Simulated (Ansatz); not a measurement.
Q: Name crystals whose computed values (PBE (plane waves, PAW; program Ansatz)) fall in these windows: B₀ by P(V) fit (GPa) 140 to 190; gap (eV) 1.4 to 1.7; electron conductivity mass (mₑ) 0.12 to 0.17.

A: 

| crystal | B₀ by P(V) fit (GPa) | gap (eV) | electron conductivity mass (mₑ) |
|---|---|---|---|
| GaN, zinc blende | 171 | 1.54 | 0.14 |
Others may fit too.

The cell was relaxed under the symmetry of its start. Scalar-relativistic: spin–orbit coupling is off unless named, which matters more the heavier the elements.

Potentials: the earlier of the program's two PAW sets.
